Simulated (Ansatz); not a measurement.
TiGaNi in space group P-62m (No. 189; Ti on 3g, Ga on 3f, Ni on 1b, Ni on 2c), r²SCAN in the plane-wave PAW code Ansatz, all energies at zero smearing, with the estimated change up to a 700 eV cutoff added, with one set of potentials and settings (totals compare only within such a set). Cell of 9 atoms (3 Ti, 3 Ga, 3 Ni): -36425.076 eV.

```csv
element,reference phase,E (eV/atom)
Ti,"P6/mmm, 3 atoms in the cell",-2504.3896
Ga,"Cmce, 4 atoms in the cell",-3790.2689
Ni,"Fm-3m, 1 atoms in the cell, spin-polarised",-5845.2912
```

Formation energy per atom, worked out: (-36425.076 − 3×(-2504.3896) − 3×(-3790.2689) − 3×(-5845.2912))/9 = -0.581 eV/atom (-56 kJ per mol of atoms), at 0 K, without zero-point energy or fitted corrections.

The first step of the workflow began from a Materials Project structure, measured or hypothetical; the Crystallography Open Database files this formula in space group No. 189, but the cells were not matched. Its standing as an ambient phase is unchecked. The r²SCAN relaxation kept the symmetry of its start; its stability against distortions is not shown here. No spin polarisation was allowed. The references are the lowest solids computed at this level, not always the standard phases.

Potentials: the later of the program's two PAW sets.
